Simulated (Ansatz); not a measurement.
Name crystals whose computed values (r²SCAN in the plane-wave PAW code Ansatz) fall in these windows: HSE06 gap (eV) 4.5 to 5.8; ε∞ 3.9 to 4.8; highest Γ mode, no LO–TO term (cm⁻¹) 430 to 560.



```
crystal                   HSE06 gap (eV)    ε∞  highest Γ mode, no LO–TO term (cm⁻¹)
------------------------  --------------  ----  ------------------------------------
BaHfO3, cubic perovskite            5.18  4.34                                   519
```
Others may fit too.

The cell was relaxed under the symmetry of its start. Rows with no word on spin ran without spin polarisation. Scalar-relativistic: spin–orbit coupling is off unless named, which matters more the heavier the elements.

Potentials: the later of the program's two PAW sets.
